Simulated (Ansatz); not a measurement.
## How far is PAW off for BaSbPt?

```
Ba Sb Pt
1.0
     4.56800    0.00000    0.00000
    -2.28400    3.95600    0.00000
     0.00000    0.00000    4.98641
Ba Sb Pt
1 1 1
Cartesian
  0.0000 0.0000 0.0000
  2.2840 1.3187 2.4932
  0.0000 2.6373 2.4932
```

Atom numbers follow the list: Ba1, Sb2, Pt3.

Structure from Materials Project entry mp-8606 (possibly hypothetical), not relaxed further.

Spin polarisation is left out, and whether a magnetic state lies lower isn't shown here.

No spin–orbit coupling, which matters for the heavy atoms here.

All numbers are computed: DFT, LDA, PAW with Ansatz's default frozen-core files, scalar-relativistic (Ansatz 0.2.0); DFT, LDA, all-electron PAW with datasets made for the crystal, scalar-relativistic (Ansatz 0.2.0); DFT, LDA, all-electron LAPW, scalar-relativistic (Ansatz 0.2.0).

For PAW: a Γ-centred 8×8×7 k mesh, Fermi–Dirac smearing of 0.05 eV, cutoff 420 eV, no spin polarisation; the PAW files were made with PBE, and the program remakes their frozen cores for this functional. The crystal-made all-electron datasets (AE datasets) take a cutoff of 280 eV at this cell. LAPW targets a basis error of 0.5 meV/atom. The Ansatz runs share mesh, smearing and spin set-up. Plane-wave (PAW) pressures include the program's estimate of the Pulay term.

Stress and pressure are positive in compression.

No spin–orbit coupling: at heavy atoms the gradients can be off by tens of per cent for that reason.

In a metal, gradients converge slowly with the k mesh: the values move by tens of per cent from one mesh to another, at times in sign, so only the comparison on one mesh counts.

Levels count from the Fermi level.

```csv
quantity,PAW,AE datasets,LAPW
pressure (GPa),-4.08,-4.06,-4.06
stress xx (GPa),-4.23,-4.22,-4.22
stress zz (GPa),-3.76,-3.76,-3.75
highest filled level at M (eV),-0.070,-0.071,-0.071
lowest empty level at M (eV),1.455,1.456,1.456
highest filled level at L (eV),-0.313,-0.313,-0.313
lowest empty level at L (eV),0.800,0.799,0.799
highest filled level at K (eV),-1.831,-1.828,-1.828
lowest empty level at K (eV),0.600,0.600,0.600
field gradient Vzz at Ba1 (10²¹ V/m²),-6.50,-6.59,–
field gradient Vzz at Sb2 (10²¹ V/m²),-10.37,-10.12,–
field gradient Vzz at Pt3 (10²¹ V/m²),16.71,17.12,–
```

PAW's pressure differs from the LAPW value by about 0.01 GPa or less.
